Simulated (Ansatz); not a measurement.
Calculation for bcc Fe (111), 5 layers: DFT, PBE, all-electron LAPW, scalar-relativistic (Ansatz 0.2.0). This run: field of 0.2 V/Å along the normal.

The slab is cut from a bulk crystal relaxed on PAW files (its atoms may have been relaxed since).

Command: `ansatz run input.yaml --threads 3 --pin off --max-ram 9216MiB --backend cpu --events-out ev --progress --plain --runs-dir out` It took 3.2 min on 3 threads of AMD EPYC 7R43 64-Core Processor (Zen 3), on a shared host, peak memory 1.2 GiB.

```yaml
crystal:
  lattice:
    - [4.0041382427, 0.0, 0.0]
    - [-2.0020691213, 3.4676854384, 0.0]
    - [0.0, 0.0, 19.2694]
  atoms:
    - { symbol: Fe, position: [0.8333333333, 0.1666666667, 0.4197957772], spin: 2.5 }
    - { symbol: Fe, position: [0.1666666667, 0.8333333333, 0.4611708608], spin: 2.5 }
    - { symbol: Fe, position: [0.5, 0.5, 0.4999999794], spin: 2.5 }
    - { symbol: Fe, position: [0.8333333333, 0.1666666667, 0.53882916], spin: 2.5 }
    - { symbol: Fe, position: [0.1666666667, 0.8333333333, 0.5802042225], spin: 2.5 }
magnetization:
  spin_polarized: true
kpoints:
  mp_grid: { grid: [11, 11, 1] }
scf:
  occupations: { method: fermi_dirac, width: 0.1 }
hamiltonian:
  xc: pbe
  pseudopotentials: { kind: all_electron, lapw: { basis_error: 0.001 } }
output:
  forces: true
  stress: true
  eigenvalues: true
efield:
  axis: 3
  amplitude: 0.2
  dipole_correction: true
```

Output:

```
LAPW: plane waves up to 9.839 Å⁻¹, error target 1.0e-3 eV per atom; small_component_spin mean_spin; Fe in spheres of 1.147 Å, 16 of its electrons in bands, Dirac shells [] (how accurate: hamiltonian.pseudopotentials.lapw.basis_error, Limitations)
Engine: ansatz 0.2.0
Pseudopotentials: kind: all_electron
Pseudopotential: Fe, LAPW, valence charge 16, lapw/all_electron/scalar/gaussian/Fe, Koelling and Harmon's equation, gaussian nucleus
Functional definition: PBE
  parameter kappa = 0.804
  parameter beta = 0.06672455060314922
  exchange = pbe_x(kappa = kappa, mu = beta*pi^2/3)
  correlation = pbe_c(beta = beta)
Crystal: 5 atoms, lattice volume = 267.557 Å³
Basis set: ecut = 368.80922980252956 eV, 4321 PW (Γ), exchange–correlation at level 2
Bands: 56, of which v1, the nominal top of the filled ones, is band 40 counted from 1 (39 counted from 0)
Symmetry: 6 space group operations
k-points: 16 of 121 (time reversal used)
Non-local potential: Fe, projectors of the file, none
Initial density: superposition of atomic densities (neutral atoms: chi_scale 0, normalization atom, screened)
Starting moments: Σ|m| = 12.5 μB on 5 of 5 sites
Initial wavefunctions: plane waves of lowest kinetic energy (no species holds an atomic orbital)
Functional: x = pbe(κ = 0.804, μ = 0.2195149727645171), c = pbe(β = 0.06672455060314922)
iter 1 solved again at ethr=2.12e-2 eV; its pass at ethr=1.00e-1 eV (dr2=1.70e1 eV) is discarded
SCF iter   1: F=—  HF=-173169.724626 eV  |F-HF|=—  |Δ(HF+E_count)|=         —  Δρ=2.12e-2 (↑1.48e-2 ↓2.12e-2)  dr2=1.71e1  dr2_m=3.19e-1  M=13.089 μB ∫|m|=13.247 μB  β_m=1.00  ethr=2.12e-2  p=0.086 e·Å  D=5.81e-2 V/Å  ΔV_dip=-1.12 eV  dr2_dipole=2.58e-4  V_vac-E_F(+/−)=9.38/7.17 eV  ⟨swp⟩=2.0  Hψ=12375  notcnv=0
Mixer restart at iter 1: flushing history
efield: sawtooth ramp at fractional position 0.9500 (placed from the atoms, in the widest stretch of the axis that holds none; the zero of the levels goes with the place), width 0.1000; the density the first Hamiltonian is built on has a dipole p = 0.086 e·Å; the dipole correction subtracts the counter field D = 5.81e-2 V/Å, which shifts the + side's vacuum level by -1.12 eV against the − side's; the planar-averaged density in the ramp window peaks in size at 3.4e-7 e/Å³
preconditioner: auto → LDOS  [metal: Δε(μ)=0.045 eV  Ē_g=6.493 eV  σ=0.100 eV  W_gap=0.11  n_scr=54 (ndim 8)  ℏωp=14.4 eV  f_vac=0.666  D(μ)=4.22/eV (n_scr^D=10)]
spin=Collinear: LDOS preconditioning applied to the charge; magnetization (m = ρ↑ − ρ↓) channel mixes plain (no charge-response kernel on spin).
SCF iter   2: F=—  HF=-173167.223463 eV  |F-HF|=—  |Δ(HF+E_count)|=    2.50e0  Δρ=9.64e-3 (↑8.68e-3 ↓9.64e-3)  dr2=6.91e0  dr2_m=8.79e-3  M=13.192 μB ∫|m|=13.591 μB  β_m=0.34  ethr=2.12e-2  p=0.088 e·Å  D=5.93e-2 V/Å  ΔV_dip=-1.14 eV  dr2_dipole=1.51e-4  V_vac-E_F(+/−)=7.85/5.66 eV  ⟨swp⟩=2.3  Hψ=5421  notcnv=0
density mixer auto → msr1: a metal under ldos (density of states about μ 2.01 of a free-electron gas's, 54 screened modes)
SCF iter   3: F=—  HF=-173166.167998 eV  |F-HF|=—  |Δ(HF+E_count)|=    1.06e0  Δρ=6.57e-3 (↑6.57e-3 ↓5.49e-3)  dr2=1.71e0  dr2_m=2.34e-2  M=13.230 μB ∫|m|=13.731 μB  β_m=0.67  ethr=8.64e-3  p=0.090 e·Å  D=6.07e-2 V/Å  ΔV_dip=-1.17 eV  dr2_dipole=3.47e-5  V_vac-E_F(+/−)=6.46/4.30 eV  ⟨swp⟩=2.7  Hψ=5447  notcnv=0
iter 4 solved again at ethr=8.58e-5 eV; its pass at ethr=2.14e-3 eV (dr2=6.86e-2 eV) is discarded
SCF iter   4: F=—  HF=-173165.966545 eV  |F-HF|=—  |Δ(HF+E_count)|=   2.01e-1  Δρ=1.60e-3 (↑1.60e-3 ↓1.27e-3)  dr2=6.69e-2  dr2_m=1.25e-3  M=13.264 μB ∫|m|=13.712 μB  β_m=0.73  ethr=8.58e-5  p=0.092 e·Å  D=6.25e-2 V/Å  ΔV_dip=-1.20 eV  dr2_dipole=5.93e-6  V_vac-E_F(+/−)=5.12/2.99 eV  ⟨swp⟩=2.0  Hψ=9093  notcnv=0
SCF iter   5: F=—  HF=-173165.982104 eV  |F-HF|=—  |Δ(HF+E_count)|=         —  Δρ=5.83e-4 (↑5.80e-4 ↓5.83e-4)  dr2=5.74e-3  dr2_m=9.76e-5  M=13.251 μB ∫|m|=13.721 μB  β_m=0.71  ethr=8.36e-5  p=0.094 e·Å  D=6.35e-2 V/Å  ΔV_dip=-1.22 eV  dr2_dipole=8.86e-6  V_vac-E_F(+/−)=4.82/2.71 eV  ⟨swp⟩=3.0  Hψ=5306  notcnv=0
the basis was enlarged: its passes take 3.1 MiB over the memory plan, 3 of 3 planned eigensolver slots
SCF iter   6: F=—  HF=-173165.983160 eV  |F-HF|=—  |Δ(HF+E_count)|=   1.06e-3  Δρ=4.41e-4 (↑4.02e-4 ↓4.41e-4)  dr2=3.01e-3  dr2_m=1.28e-5  M=13.255 μB ∫|m|=13.728 μB  β_m=0.86  ethr=7.17e-6  p=0.094 e·Å  D=6.38e-2 V/Å  ΔV_dip=-1.23 eV  dr2_dipole=1.99e-6  V_vac-E_F(+/−)=4.87/2.77 eV  ⟨swp⟩=2.5  Hψ=4975  notcnv=0
SCF iter   7: F=—  HF=-173165.984722 eV  |F-HF|=—  |Δ(HF+E_count)|=   1.56e-3  Δρ=3.04e-4 (↑2.28e-4 ↓3.04e-4)  dr2=1.51e-3  dr2_m=2.03e-5  M=13.246 μB ∫|m|=13.723 μB  β_m=0.78  ethr=3.76e-6  p=0.095 e·Å  D=6.40e-2 V/Å  ΔV_dip=-1.23 eV  dr2_dipole=1.88e-7  V_vac-E_F(+/−)=4.89/2.79 eV  ⟨swp⟩=2.5  Hψ=4993  notcnv=0
SCF iter   8: F=—  HF=-173165.984748 eV  |F-HF|=—  |Δ(HF+E_count)|=   2.59e-5  Δρ=1.11e-4 (↑1.00e-4 ↓1.11e-4)  dr2=2.48e-4  dr2_m=4.53e-6  M=13.250 μB ∫|m|=13.727 μB  β_m=0.76  ethr=1.89e-6  p=0.095 e·Å  D=6.40e-2 V/Å  ΔV_dip=-1.23 eV  dr2_dipole=4.10e-7  V_vac-E_F(+/−)=4.88/2.78 eV  ⟨swp⟩=3.0  Hψ=5019  notcnv=0
SCF iter   9: F=—  HF=-173165.984772 eV  |F-HF|=—  |Δ(HF+E_count)|=   2.42e-5  Δρ=5.00e-5 (↑5.00e-5 ↓4.26e-5)  dr2=1.55e-5  dr2_m=2.89e-6  M=13.250 μB ∫|m|=13.726 μB  β_m=0.88  ethr=3.10e-7  p=0.095 e·Å  D=6.40e-2 V/Å  ΔV_dip=-1.23 eV  dr2_dipole=1.86e-10  V_vac-E_F(+/−)=4.89/2.79 eV  ⟨swp⟩=3.0  Hψ=5036  notcnv=0
SCF iter  10: F=—  HF=-173165.984804 eV  |F-HF|=—  |Δ(HF+E_count)|=   3.14e-5  Δρ=1.50e-5 (↑1.50e-5 ↓1.11e-5)  dr2=2.31e-6  dr2_m=2.18e-7  M=13.251 μB ∫|m|=13.725 μB  β_m=0.94  ethr=1.94e-8  p=0.095 e·Å  D=6.40e-2 V/Å  ΔV_dip=-1.23 eV  dr2_dipole=2.96e-11  V_vac-E_F(+/−)=4.89/2.80 eV  ⟨swp⟩=3.0  Hψ=5606  notcnv=0
SCF iter  11: F=—  HF=-173165.984804 eV  |F-HF|=—  |Δ(HF+E_count)|=   2.39e-7  Δρ=2.95e-6 (↑2.95e-6 ↓2.64e-6)  dr2=1.01e-7  dr2_m=5.55e-9  M=13.251 μB ∫|m|=13.725 μB  β_m=0.92  ethr=2.89e-9  p=0.095 e·Å  D=6.40e-2 V/Å  ΔV_dip=-1.23 eV  dr2_dipole=2.05e-9  V_vac-E_F(+/−)=4.89/2.80 eV  ⟨swp⟩=2.9  Hψ=5062  notcnv=0
SCF iter  12: F=—  HF=-173165.984804 eV  |F-HF|=—  |Δ(HF+E_count)|=   3.04e-8  Δρ=1.32e-6 (↑9.14e-7 ↓1.32e-6)  dr2=2.18e-8  dr2_m=6.89e-10  M=13.251 μB ∫|m|=13.725 μB  β_m=0.89  ethr=1.26e-10  p=0.095 e·Å  D=6.40e-2 V/Å  ΔV_dip=-1.23 eV  dr2_dipole=1.99e-10  V_vac-E_F(+/−)=4.89/2.80 eV  ⟨swp⟩=3.0  Hψ=5205  notcnv=0
[... lines left out ...]
Spin contamination: 0.2107 ħ² per cell (⟨S²⟩ above its minimum at these occupations)
Per-site moments (μB) at R_I (Å): [(2.861838958439483, 1.1468507128815773), (2.3303053014481634, 1.1468507128815773), (2.5561348288031347, 1.1468507128815773), (2.3431675077409277, 1.1468507128815773), (2.8670037092770766, 1.1468507128815773)]
Free energy (F): -173165.984804 eV
Harris-Foulkes:  -173165.984804 eV  (|F-HF|=5.56e-8)
Internal energy: -173165.806473 eV  (E = F + TS)
E sigma→0 (E₀):  -173165.895638 eV
Entropy (-TS):   -0.178331 eV (-35.666 meV/atom)
Fermi energy:    0.998745 eV
Dipole field:    D = 0.063998 V/Å  (p = 0.094628 e·Å, saw-weighted, corrected)
Work function:   not extracted (applied field tilts the vacuum); planar V_es + V_field profile in the machine report
Levels:          The Fermi level and band energies are counted from a zero that moves with the ramp; work functions are not
--- Per-component energies (eV) ---
  E_band       = -2451.545062
  E_kinetic    = 175549.867414
  E_xc         = -7611.543503
  E_efield     = -0.015889  (sawtooth field / dipole correction)
  E_electrostatic = -341104.114495  (all electrons and nuclei)
  E_smearing   = -0.178331  (= −TS)
  E_closure    = 0.000000  (closes the sum)
  E_atoms      = -173125.023074  (free atoms, spherical and without spin; not in F)
  Σ components = -173165.984804   (vs F -173165.984804, Δ=0.00e0)
  Basis errors (estimates in eV, not in F): energy 4.3e-4 per atom: plane waves 3.9e-4 (2.3e-4 summed), levels above the bands 6.5e-32, relativity 1.1e-8, radial functions 3.4e-5, core shells 4.8e-8; eigenvalues (radial functions only) 5.2e-7; not estimated: angular momenta, meshes, grids; target (lapw.basis_error) 1.0e-3; muffin-tin radii Fe 1.147 Å
--- Forces (eV/Å), atoms counted from 1 ---
  atom   1  Fe     0.00000000     0.00000000     0.02412213
  atom   2  Fe    -0.00000000     0.00000000    -0.01470656
  atom   3  Fe    -0.00000000     0.00000000    -0.01148042
  atom   4  Fe     0.00000000     0.00000000    -0.01054474
  atom   5  Fe    -0.00000000     0.00000000     0.01249039
  max |Σ_I F_I| component: 1.19e-4 eV/Å
--- Stress (GPa, compression-positive) ---
       -0.492207       0.000000      -0.000000
        0.000000      -0.492207      -0.000000
       -0.000000      -0.000000      -0.007729
  P = ⅓ Tr σ = -0.3307 GPa (-3.307 kbar)
--- Band table (eV; the first three rows and the last of 32) ---
  k-point 0 ↑: bands = ["-87.3371", "-87.3252", "-87.2117", "-86.7965", "-86.7863", "-53.5568", "-53.5423", "-53.3552", "-53.3552", "-53.3418", "-53.3418", "-53.3095", "-53.3095", "-53.2145", "-52.8837", "-52.8497", "-52.8461", "-52.8461", "-52.7812", "-52.7812", "-6.2341", "-3.4608", "-3.4608", "-3.1494", "-2.3947", "-2.3947", "-2.1929", "-2.1645", "-2.0025", "-2.0025", "-1.7747", "-1.7747", "-1.4515", "-1.4515", "-1.2914", "-0.5253", "-0.5253", "-0.5026", "-0.5026", "-0.2405", "-0.1173", "-0.1173", "-0.0339", "0.2151", "0.2151", "0.8088", "0.8088", "1.6020", "3.9785", "4.6855", "5.8065", "6.2131", "8.0574", "8.0574", "8.3916", "8.5884"]
  k-point 1 ↑: bands = ["-87.3369", "-87.3251", "-87.2115", "-86.7968", "-86.7865", "-53.5572", "-53.5429", "-53.3611", "-53.3595", "-53.3424", "-53.3419", "-53.3046", "-53.3026", "-53.2155", "-52.8825", "-52.8534", "-52.8441", "-52.8398", "-52.7858", "-52.7818", "-6.1272", "-3.4504", "-3.4167", "-3.1224", "-2.5015", "-2.4040", "-2.2140", "-2.1602", "-1.9842", "-1.9697", "-1.7578", "-1.7508", "-1.4404", "-1.3737", "-1.2269", "-0.6367", "-0.5857", "-0.4831", "-0.4242", "-0.1667", "-0.1547", "-0.0911", "-0.0218", "0.2061", "0.2219", "0.7243", "0.7887", "1.6724", "4.0687", "4.7749", "5.9034", "6.2973", "6.7168", "7.0801", "8.4346", "8.6038"]
  k-point 2 ↑: bands = ["-87.3365", "-87.3249", "-87.2110", "-86.7974", "-86.7871", "-53.5587", "-53.5444", "-53.3735", "-53.3648", "-53.3435", "-53.3418", "-53.2950", "-53.2910", "-53.2175", "-52.8792", "-52.8553", "-52.8382", "-52.8308", "-52.7982", "-52.7835", "-5.8145", "-3.4290", "-3.2889", "-3.0615", "-2.6550", "-2.4126", "-2.3158", "-2.1397", "-1.9717", "-1.9040", "-1.7319", "-1.7191", "-1.3982", "-1.2134", "-1.0027", "-0.7801", "-0.6486", "-0.5049", "-0.3227", "-0.2280", "-0.1215", "-0.0084", "0.0541", "0.1845", "0.2332", "0.5256", "0.7351", "1.9011", "4.3364", "4.9443", "5.0425", "5.8836", "6.1846", "6.5244", "7.1727", "8.6165"]
  k-point 15 ↓: bands = ["-84.2199", "-84.0890", "-84.0810", "-84.0442", "-84.0374", "-50.5125", "-50.5033", "-50.3660", "-50.3562", "-50.3289", "-50.3212", "-50.1991", "-50.1948", "-50.1903", "-50.1573", "-50.1374", "-50.0802", "-50.0780", "-50.0286", "-50.0244", "-2.7874", "-2.7331", "-2.2355", "-1.1929", "-0.9403", "-0.6125", "-0.0631", "0.0278", "0.0821", "0.3708", "0.4674", "0.5828", "0.7000", "1.0199", "1.2100", "1.7275", "1.9519", "1.9693", "2.1961", "2.3753", "2.4144", "2.4912", "2.7138", "2.8072", "3.0253", "3.2262", "3.2695", "3.2754", "4.4813", "4.5151", "5.4146", "5.6479", "6.2710", "7.6646", "8.0207", "8.2225"]
```

The magnetic state is the one reached from the start moments; other orders weren't searched. The cell is 1×1, so reconstructions are forbidden, and in slabs of four or five layers the relaxations can be far larger than at a real surface.
